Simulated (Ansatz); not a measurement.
BiPbBrO₂ in space group I4mm (No. 107; Bi on 2a, Pb on 2a, Br on 2a, O on 4b), the program Ansatz at the r²SCAN+D4 level (PAW). The conduction-band minimum lies at Γ, with 1 equivalent valley. Second derivatives d²E/dk² of the lowest band at one valley (eV·Å²), along Cartesian directions:

```csv
direction,d²E/dk²
[100],28.00
[010],28.00
[001],8.549
[110],28.00
[101],18.28
[011],18.28
```

### Question
Find the principal effective masses, the density-of-states mass and the conductivity mass.

### Answer
Off-diagonal terms follow from H_xy = H[110] − (H_xx + H_yy)/2, and m*/mₑ = 7.620 eV·Å² over each eigenvalue: 0.27, 0.27, 0.89. One valley's DOS mass (m₁m₂m₃)^(1/3) = 0.40, conductivity mass 3/(Σ 1/mᵢ) = 0.35 mₑ.

### Question
What effective density of states Nc follows at 300 K for parabolic valleys?

### Answer
Nc = 2.509e19 × 1 × (0.40)^(3/2) ≈ 6.3e18 cm⁻³.

The first step of the workflow began from a Materials Project structure, measured or hypothetical; the Crystallography Open Database copy checked does not list it. Its standing as an ambient phase is unchecked. The cell was relaxed with r²SCAN+D4 under the symmetry of its start; its stability against distortions is not shown here. Spin–orbit coupling is left out wherever it is not named.

Potentials: the later of the program's two PAW sets.

Edges and masses are those of Kohn–Sham bands, whose gap is no quasiparticle gap.
